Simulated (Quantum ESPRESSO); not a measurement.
## Al3ZnAs3S (a curve over strain)

Computed values, not a measurement. The program is pw.x of Quantum ESPRESSO 7.5 (plane-wave density functional theory). The cell is made up: 8 atoms on a zincblende/diamond lattice, with randomly drawn elements, strain and displacements, not relaxed. PseudoDojo standard norm-conserving files (v0.5 for PBE, v0.4.1 for LDA and PBEsol) set the functional; there is no spin polarisation, spin-orbit coupling or dispersion term, and the masses in the input are unused placeholders.

Seven runs add a strain to one cell (the same linear strain along x, y and z); the atoms follow the cell and are not relaxed. Stress in the table is positive in tension.

Input of the run at +0.0055:

```
&control calculation='scf', pseudo_dir='./dojo.nc.sr.pbe.v0_5.standard.upf', outdir='./o', disk_io='medium', tprnfor=.true., tstress=.true. /
&system ibrav=0, nat=8, ntyp=4, nbnd=46, ecutwfc=84.00895049, nosym=.true., tot_charge=0,
 occupations='smearing', smearing='fd', degauss=0.0018374661
/
&electrons conv_thr=7.350e-09, electron_maxstep=60, /
ATOMIC_SPECIES
Al 1.0 Al.upf
As 1.0 As.upf
S 1.0 S.upf
Zn 1.0 Zn.upf
CELL_PARAMETERS angstrom
5.6172 -0.0986 0.0884
-0.0986 5.6986 -0.0517
0.0884 -0.0517 5.6419
ATOMIC_POSITIONS angstrom
Al -0.0075 -0.0029 0.012
Al 0.0018 2.8268 2.7678
Zn 2.8026 -0.0928 2.852
Al 2.7654 2.7877 -0.0162
As 1.4573 1.3869 1.4204
S 1.3921 4.2231 4.2434
As 4.2486 1.2933 4.2852
As 4.1466 4.1791 1.4715
K_POINTS automatic
4 4 4 1 1 1
```

```
added strain  free energy less that of the input shown (eV)  stress xx (GPa)  stress yy (GPa)  stress zz (GPa)  stress xy (GPa)  pressure (GPa)  next band up at Gamma (eV)  iterations
     -0.0246                                         0.3661            -8.04            -7.40            -7.90            -2.05            7.78                       0.965          10
     -0.0222                                         0.3098            -7.33            -6.68            -7.18            -2.02            7.06                       0.964          10
     -0.0171                                         0.2066            -5.89            -5.23            -5.74            -1.96            5.62                       0.959          10
     -0.0134                                         0.1457            -4.90            -4.23            -4.75            -1.91            4.63                       0.952          10
     +0.0055                                         0.0000            -0.55             0.14            -0.39            -1.70            0.27                       0.870          10
     +0.0123                                         0.0091             0.76             1.45             0.91            -1.63           -1.04                       0.821          10
     +0.0156                                         0.0242             1.35             2.04             1.50            -1.59           -1.63                       0.793          10
```

A cubic fit gives a slope of stress xx against the added strain of 218 GPa at zero added strain, with the atoms clamped. Across the table the free energy follows the integral of the stress to within 0.5 meV. A rerun of one of the cells at 1437 eV and a 6 x 6 x 6 mesh moved values by no more than 0.007 eV in energy, 0.02 GPa in stress and 0.002 eV/Å in force. The band column is the level of band 41 at Gamma less that of band 40, whose number is half the electron count, rounded up; it comes from a band step after each run.